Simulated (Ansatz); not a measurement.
Al (fcc, Cu type)

```yaml
crystal:
  lattice:
    - [0.00000, 1.99599, 1.99599]
    - [1.99599, 0.00000, 1.99599]
    - [1.99599, 1.99599, 0.00000]
  atoms:
    - { symbol: Al, position: [0.00000, 0.00000, 0.00000] }
```

The volume is varied about the relaxed value V₀ at fixed cell shape. Symmetry pins the atoms to their sites.

Computed with r2SCAN (plane waves to 500 eV, PAW, scalar-relativistic; Ansatz, a quantum-chemistry and plane-wave program). k mesh 21×21×21 (Γ-centred), Fermi-Dirac smearing 0.05 eV. Energies are smeared free energies. Compression counts positive. On this mesh the relaxed cell isn't quite at rest: it carries a pressure of 0.1 GPa (compression positive) at the zero of the scan. Al was relaxed with its symmetry unable to fall. ΔE is measured from the relaxed starting cell. The last digit holds for this mesh only.

```tsv
V (Å³/atom)	ΔE (meV/atom)
13.359	162.7
13.784	107.3
14.208	65.4
14.632	35.2
15.056	15.1
15.480	3.8
15.904	0.0
16.328	2.8
16.752	11.2
17.176	24.4
17.601	withheld
18.025	62.8
18.449	87.0
```

### Question
Fit a third-order Birch-Murnaghan form (E₀, V₀, B₀, B₀′ free) to the given rows and predict ΔE at V = 17.601.

### Answer
Least squares on the 12 given rows: ΔE = E₀ + (9V₀B₀/16)·y²·[2 + (B₀′ − 4)y], y = (V₀/V)^(2/3) − 1, with V₀ = 15.929 Å³/atom, B₀ = 91.33 GPa (160.2 GPa = 1 eV/Å³; the term in eV is multiplied by 1000), B₀′ = 4.45, E₀ = 0.07 meV/atom; root-mean-square residual 0.08 meV/atom. At 17.601 the fit gives 41.8 meV/atom; the calculation gives 41.8 meV/atom, the same to the digits shown. For the pressure the fit gives -7.3 GPa against the computed -7.3 GPa.

(Under strain, the slope of the energy per volume gives the stress and its curvature an elastic modulus.)
